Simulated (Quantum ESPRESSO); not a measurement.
MgIn$_{3}$P$_{3}$S (made-up cell) (calculated)

All values are calculated (Quantum ESPRESSO 7.5). Calculation on a made-up crystal cell, not a measurement: periodic Kohn-Sham density functional theory in plane waves with PseudoDojo standard norm-conserving scalar-relativistic pseudopotentials, each functional with its own files (v0.5 for PBE, v0.4.1 for LDA and PBEsol), no spin polarisation, no spin-orbit coupling, atoms not relaxed, stress positive in tension, energies less a fixed whole-eV offset for each atom's element; levels are Kohn-Sham levels at fractions of this cell's reciprocal vectors, counted from the reference band (half the neutral cell's valence electrons, rounded up) at Gamma; error bars cover cutoff and k-mesh only, not smearing or the files; added strain carries the atoms with the cell, and shear is the tensor component; each bar is the largest change over components, and at least 0.002 eV, 0.002 eV per angstrom or 0.02 GPa; energies are for the whole cell, and the offsets were chosen from early runs and are not element reference energies.

Settings shared by all entries: lattice type zincblende/diamond; functional pbe; cutoff 1143 eV; fermi dirac smearing 0.025 eV; scf tolerance 1e-07 eV; electrons removed 0; k mesh 4 x 4 x 4, shifted by half a step.

(1) 
```xyz
8
Lattice="5.9972 0.0833 -0.0583 0.0833 6.0390 0.0700 -0.0583 0.0700 5.9562" Properties=species:S:1:pos:R:3 formula=MgIn3P3S free_energy_less_offsets=1.787 smearing_term_minus_ts=0 scf_iterations=11 pressure=-0.6107 stress_xx=0.165 stress_yy=1.45 stress_zz=0.217 stress_yz=1.374 stress_xz=-1.748 stress_xy=1.736 error_bar_energy=0.004714 error_bar_stress=0.02 error_bar_force=0.006026 error_bars_from=tighter_rerun_of_a_related_cell
In    -0.0716     0.0508     0.0459
Mg    -0.0138     3.2141     2.9528
In     2.8807     0.0977     3.0120
In     3.1291     2.9511     0.0249
S      1.3972     1.6279     1.3649
P      1.4434     4.5504     4.4334
P      4.5209     1.7482     4.5227
P      4.5952     4.4909     1.6014
```

Units: free_energy_less_offsets, smearing_term_minus_ts, error_bar_energy in eV; pressure, stress_xx, stress_yy, stress_zz, stress_yz, stress_xz, stress_xy, error_bar_stress in GPa; error_bar_force in eV/Å.

Atoms:
```csv
atoms element,atom site,atom energy offset (eV)
In,1,-1808
Mg,2,-1617
In,3,-1808
In,4,-1808
S,5,-302
P,6,-189
P,7,-189
P,8,-189
```

Forces:
```csv
site,x (eV/Å),y (eV/Å),z (eV/Å)
1,-0.1177,-1.504,-0.4454
2,1.071,-1.528,1.273
3,0.7406,-0.3419,0.2629
4,-0.4713,1.586,-0.004602
5,0.2936,-0.03738,0.9535
6,0.2947,0.5185,0.9199
7,0.01182,-0.6495,-1.55
8,-1.823,1.956,-1.41
```

(2) 
```xyz
8
Lattice="5.9972 0.0833 -0.0583 0.0833 6.0390 0.0700 -0.0583 0.0700 5.9562" Properties=species:S:1:pos:R:3 formula=MgIn3P3S free_energy_less_offsets=1.707 smearing_term_minus_ts=0 scf_iterations=11 pressure=-0.7186 stress_xx=0.3488 stress_yy=1.431 stress_zz=0.3764 stress_yz=1.356 stress_xz=-1.513 stress_xy=1.647 error_bar_energy=0.004714 error_bar_stress=0.02 error_bar_force=0.006026 error_bars_from=tighter_rerun_of_this_cell
In    -0.0716     0.0508     0.0459
Mg    -0.0138     3.2141     2.9528
In     2.8807     0.0977     3.0120
In     3.1291     2.9511     0.0249
S      1.3972     1.6279     1.3649
P      1.4434     4.5504     4.4334
P      4.5209     1.7482     4.5227
P      4.5952     4.5357     1.6014
```

Units: free_energy_less_offsets, smearing_term_minus_ts, error_bar_energy in eV; pressure, stress_xx, stress_yy, stress_zz, stress_yz, stress_xz, stress_xy, error_bar_stress in GPa; error_bar_force in eV/Å.

Atoms:
```csv
atoms element,atom site,atom energy offset (eV)
In,1,-1808
Mg,2,-1617
In,3,-1808
In,4,-1808
S,5,-302
P,6,-189
P,7,-189
P,8,-189
```

Forces:
```csv
site,x (eV/Å),y (eV/Å),z (eV/Å)
1,-0.08631,-1.439,-0.4862
2,0.8799,-1.396,1.102
3,0.714,-0.2971,0.2847
4,-0.4368,1.64,0.02941
5,0.2919,-0.005833,0.9552
6,0.2979,0.5137,0.9209
7,0.01665,-0.6192,-1.55
8,-1.677,1.603,-1.257
```

(3) 
```xyz
8
Lattice="5.9972 0.0833 -0.0583 0.0833 6.0390 0.0700 -0.0583 0.0700 5.9562" Properties=species:S:1:pos:R:3 formula=MgIn3P3S free_energy_less_offsets=1.657 smearing_term_minus_ts=0 scf_iterations=11 pressure=-0.785 stress_xx=0.4646 stress_yy=1.416 stress_zz=0.4748 stress_yz=1.341 stress_xz=-1.34 stress_xy=1.575 error_bar_energy=0.004714 error_bar_stress=0.02 error_bar_force=0.006026 error_bars_from=tighter_rerun_of_a_related_cell
In    -0.0716     0.0508     0.0459
Mg    -0.0138     3.2141     2.9528
In     2.8807     0.0977     3.0120
In     3.1291     2.9511     0.0249
S      1.3972     1.6279     1.3649
P      1.4434     4.5504     4.4334
P      4.5209     1.7482     4.5227
P      4.5952     4.5697     1.6014
```

Units: free_energy_less_offsets, smearing_term_minus_ts, error_bar_energy in eV; pressure, stress_xx, stress_yy, stress_zz, stress_yz, stress_xz, stress_xy, error_bar_stress in GPa; error_bar_force in eV/Å.

Atoms:
```csv
atoms element,atom site,atom energy offset (eV)
In,1,-1808
Mg,2,-1617
In,3,-1808
In,4,-1808
S,5,-302
P,6,-189
P,7,-189
P,8,-189
```

Forces:
```csv
site,x (eV/Å),y (eV/Å),z (eV/Å)
1,-0.05801,-1.385,-0.5217
2,0.7438,-1.297,0.9808
3,0.6904,-0.2595,0.3039
4,-0.4146,1.678,0.0517
5,0.2908,0.01838,0.9564
6,0.3005,0.5098,0.9218
7,0.02042,-0.5959,-1.55
8,-1.573,1.331,-1.143
```
